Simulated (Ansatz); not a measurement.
Calculated O-17 NMR of the central transition for SnI₄O₁₂ under strain

Cell: a measured structure from the Crystallography Open Database (COD), relaxed with PBE at fixed cell and then changed (equal xy, yz and zx engineering shear strains of -1 %, ions relaxed).

```xyz
17
Lattice="5.0576 -0.0253 -0.0253 0.0748 6.2794 -0.0319 0.1545 0.2933 8.3747" Properties=species:S:1:pos:R:3 pbc="T T T"
Sn    0.0772    0.1467    4.1874
I     2.6400    4.9213    1.9409
I     2.6469    1.6261    6.3766
I     5.1459    4.6249    7.0083
I     0.1410    1.9225    1.3093
O     4.0766    6.0933    2.4283
O     1.2102    0.4541    5.8892
O     1.6570    5.1235    3.5070
O     3.6298    1.4239    4.8105
O     4.4458    4.8333    5.2713
O     0.8411    1.7141    3.0462
O     4.3574    2.9704    7.3644
O     0.9294    3.5770    0.9531
O     3.4489    3.3897    2.3964
O     1.8380    3.1577    5.9211
O     3.9157    5.6744    7.8570
O     1.3712    0.8730    0.4605
```

Atoms are numbered from 1 in the order listed; like atoms form one site, named after its first atom.

All values are calculated (Ansatz; DFT, PBE, plane waves and PAW, scalar-relativistic, 420 eV cutoff, Γ-centred 4×4×3 k-points, Fermi–Dirac smearing 0.02 eV), not measured.

O-17 has I = 5/2 and Q = -25.58 mb (Pyykkö 2018); at 21.1 T its Larmor frequency is ν₀ = 121.8 MHz. Only the quadrupole interaction is simulated: positions count from each site's isotropic chemical shift, and J coupling is left out, as are shift anisotropy and dipolar coupling, which fast spinning averages.

Question: What does the O-17 spectrum (fast magic-angle spinning) show for each site?

Answer: 

```tsv
site	first shell	C_Q (MHz)	η	P_Q (MHz)	δ_QIS (ppm)	breadth (kHz)
O6	1 I at 1.92 Å, 1 Sn at 2.07 Å, angle 135°; also 1 I at 2.68 Å	-7.79	0.62	8.28	-27.7	7.80
O8	1 I at 1.86 Å, 1 Sn at 2.09 Å, angle 135°	-9.09	0.36	9.28	-34.8	9.79
O10	1 I at 1.88 Å, 1 Sn at 2.08 Å, angle 117°	-8.75	0.60	9.27	-34.7	9.79
O12	1 I at 1.87 Å; also 1 I at 2.39 Å	-9.10	0.44	9.40	-35.7	10.1
O14	1 I at 1.79 Å	-9.64	0.24	9.73	-38.3	10.6
O16	1 I at 1.83 Å	-8.19	0.29	8.30	-27.8	7.76
```

δ_QIS = −(ν_Q²/30ν₀²)[I(I+1) − 3/4](1 + η²/3) × 10⁶ ppm with ν_Q = 3|C_Q|/[2I(2I−1)]; it falls as 1/B₀² in ppm, and the breadth as 1/B₀ in kHz.

At O12, O14 and O16 V_zz points along its bond to I (within 3°) in each case. At O6 V_zz runs parallel to the line that joins its two neighbours (within 11°). At O8 V_zz points along the shorter of its two bonds, to I (within 9°).

Without spin–orbit coupling the gradients at and beside I can be off by some per cent, at some sites by more.

The relaxation (5 steps) took 1.8 min of wall time (3.6 min of CPU time) and 0.97 GiB at its peak, on 2 threads of Arm Neoverse V2 (aarch64; 8 cores open to the job, memory cap 5.0 GiB, no GPU), a shared host with a load of 0.5 a core.
